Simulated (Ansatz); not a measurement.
Input file for Ansatz (a quantum-chemistry and plane-wave program):

Ansatz 0.2 input:
```yaml
crystal:
  lattice:
    - [6.7539931016, 0.0, 0.0]
    - [-3.3769965508, 5.8491296029, 0.0]
    - [0.0, 0.0, 12.4272109578]
  atoms:
    - { symbol: Nb, position: [0.5287339798, 0.0574679596, 0.2463121068] }
    - { symbol: Nb, position: [0.4712660202, 0.9425320404, 0.7536878932] }
    - { symbol: Nb, position: [0.9425320404, 0.4712660202, 0.2463121068] }
    - { symbol: Nb, position: [0.0574679596, 0.5287339798, 0.7536878932] }
    - { symbol: Nb, position: [0.5287339798, 0.4712660202, 0.2463121068] }
    - { symbol: Nb, position: [0.4712660202, 0.5287339798, 0.7536878932] }
    - { symbol: Cl, position: [0.6666666667, 0.3333333333, 0.0987161934] }
    - { symbol: Cl, position: [0.3333333333, 0.6666666667, 0.9012838066] }
    - { symbol: Cl, position: [0.3333333333, 0.6666666667, 0.354684738] }
    - { symbol: Cl, position: [0.6666666667, 0.3333333333, 0.645315262] }
    - { symbol: Cl, position: [0.6705946202, 0.8352973101, 0.1383265049] }
    - { symbol: Cl, position: [0.3294053798, 0.1647026899, 0.8616734951] }
    - { symbol: Cl, position: [0.1647026899, 0.8352973101, 0.1383265049] }
    - { symbol: Cl, position: [0.8352973101, 0.1647026899, 0.8616734951] }
    - { symbol: Cl, position: [0.1647026899, 0.3294053798, 0.1383265049] }
    - { symbol: Cl, position: [0.8352973101, 0.6705946202, 0.8616734951] }
    - { symbol: Cl, position: [0.3375077939, 0.1687538969, 0.3786579676] }
    - { symbol: Cl, position: [0.6624922061, 0.8312461031, 0.6213420324] }
    - { symbol: Cl, position: [0.8312461031, 0.1687538969, 0.3786579676] }
    - { symbol: Cl, position: [0.1687538969, 0.8312461031, 0.6213420324] }
    - { symbol: Cl, position: [0.8312461031, 0.6624922061, 0.3786579676] }
    - { symbol: Cl, position: [0.1687538969, 0.3375077939, 0.6213420324] }
kpoints:
  mp_grid: { grid: [7, 7, 4] }
hamiltonian:
  xc: r2scan
  dispersion: d4
  pseudopotentials: { azcp: { folder: ./paw }, kind: paw }
scf:
  occupations: { method: gaussian, width: 0.05 }
checkpoint: { read: metal.run }
output: { write_density: true, elf: true, volumetric_format: npy }
basis: { fft_grid_basis: typed }
```

Output (shortened):

```
Pseudopotential: Nb, paw, valence charge 13
Pseudopotential: Cl, paw, valence charge 7
Functional definition: r2SCAN
Crystal: 22 atoms, lattice volume = 490.937 Å³
Basis set: ecut = 500 eV, 12525 PW (Γ), exchange–correlation on 200×200×384 points (64 copies of the dense FFT grid, shifted against one another)
Bands: 117, of which v1, the nominal top of the filled ones, is band 95 counted from 1 (94 counted from 0)
Symmetry: 12 space group operations
Space group: P-3m1 (ITA 164), of the structure as read, at distance tolerance 7.9e-5 Å
k-points: 28 of 196
Stability of the state it starts from, as read at its close in the unpolarized treatment …
iter 1 solved again at ethr=1.15e-6 eV; its pass at ethr=3.10e-3 eV (dr2=2.19e-3 eV) is discarded
SCF iter   1: F=—  HF=-44754.806785 eV  |F-HF|=—  |Δ(HF+E_count)|=         —  Δρ=1.97e-6  dr2=3.35e-8  dr2_τ=4.57e-9  ethr=1.15e-6  ⟨swp⟩=3.0  Hψ=21928  notcnv=0
preconditioner: auto → LDOS
SCF iter   2: F=—  HF=-44754.806842 eV  |F-HF|=—  |Δ(HF+E_count)|=   5.71e-5  Δρ=2.58e-6  dr2=4.54e-8  dr2_τ=7.56e-9  ethr=1.76e-11  ⟨swp⟩=9.2  Hψ=15304  notcnv=0
SCF iter   3: F=-44754.806842 eV  HF=-44754.806842 eV  |F-HF|=2.82e-9  |Δ(HF+E_count)|=   1.04e-8  Δρ=9.64e-7  dr2=4.73e-9  dr2_τ=1.43e-9  ethr=1.76e-11  ⟨swp⟩=1.0  Hψ=8651  notcnv=0
SCF 1 converged in 3 iterations: F = -44754.806842 eV  dr2 = 4.73e-9
SCF converged after 3 iterations
Free energy (F): -44754.806842 eV
Harris-Foulkes:  -44754.806842 eV  (|F-HF|=2.82e-9)
Internal energy: -44754.777030 eV  (E = F + TS)
E sigma→0 (E₀):  -44754.791936 eV
Entropy (-TS):   -0.029812 eV (-1.355 meV/atom)
Fermi energy:    7.689742 eV
--- Per-component energies (eV) ---
  E_band       = -1518.991123
  E_kinetic    = 4675.767446
  E_local      = -12647.061640  (includes V_loc(G=0)·N_el)
  E_nonlocal   = 1064.980625
  E_hartree    = 4662.057511
  E_xc         = -2614.169243
  E_vxc        = -3368.636727  (∫ρ·V_xc dr)
  E_paw        = -29271.174695  (= ΣΔE_a)
  E_vpaw       = -753.758340  (= ΣTr[D̂ρ^β])
  E_aug_tail   = 0.000434  (compensation charges beyond the density's cutoff)
  E_vtau       = 185.606852  (kinetic-family band-sum trace: ∫τ·v_τ [+ j·A + Jᵃ·Aᵃ] dr)
  E_ewald      = -10619.868141
  E_disp       = -1.972241  (pairwise vdW)
  E_core_change = -3.337088  (= ΣΔE_core)
  E_smearing   = -0.029812  (= −TS)
  E_closure    =  0.000000  (closes the sum)
  Σ components = -44754.806842   (vs F -44754.806842, Δ=0.00e0)
  [band-id]    e_kinetic+e_local+e_nonlocal+2·e_hartree+e_vxc+e_vpaw+e_augmentation_tail+e_vtau = -1518.986327   (vs E_band -1518.991123, Δ=4.80e-3)
--- Band table (eV; the first three rows and the last of 28) ---
  k-point 0: bands = ["-50.2394", "-50.2394", "-50.1241", "-50.1241", "-50.1241", "-50.1241", "-26.0217", "-26.0217", "-25.7611", "-25.7611", "-25.7610", "-25.7610", "-25.7312", "-25.7310", "-25.5787", "-25.5787", "-25.5787", "-25.5787", "-25.3229", …
  k-point 1: bands = ["-50.2394", "-50.2394", "-50.1241", "-50.1241", "-50.1241", "-50.1241", "-26.0217", "-26.0217", "-25.7610", "-25.7610", "-25.7610", "-25.7610", "-25.7311", "-25.7310", "-25.5787", "-25.5787", "-25.5787", "-25.5787", "-25.3229", …
  k-point 2: bands = ["-50.2394", "-50.2394", "-50.1241", "-50.1241", "-50.1241", "-50.1241", "-26.0217", "-26.0217", "-25.7611", "-25.7611", "-25.7611", "-25.7611", "-25.7311", "-25.7311", "-25.5787", "-25.5787", "-25.5787", "-25.5787", "-25.3229", …
  k-point 27: bands = ["-50.2381", "-50.2381", "-50.1255", "-50.1255", "-50.1241", "-50.1241", "-25.9932", "-25.9932", "-25.7502", "-25.7502", "-25.7446", "-25.7445", "-25.7239", "-25.7239", "-25.5859", "-25.5859", "-25.5813", "-25.5813", "-25.3381", …
```

Cost: about 70 core-seconds (a rough figure) on shared cores.

The first step of the workflow began from a Materials Project structure, measured or hypothetical; the Crystallography Open Database copy checked does not list it. Its standing as an ambient phase is unchecked. The cell was relaxed with r²SCAN+D4 under the symmetry of its start; whether a distortion lowers the energy is not shown. No spin polarisation was allowed. Scalar-relativistic: spin–orbit coupling is off unless named, which matters more the heavier the elements.

Potentials: the earlier of the program's two PAW sets. The files were generated under PBE; for other functionals the program regenerates the frozen cores, and for LDA and PBEsol the local potential too.

Ansatz is a plane-wave DFT program.
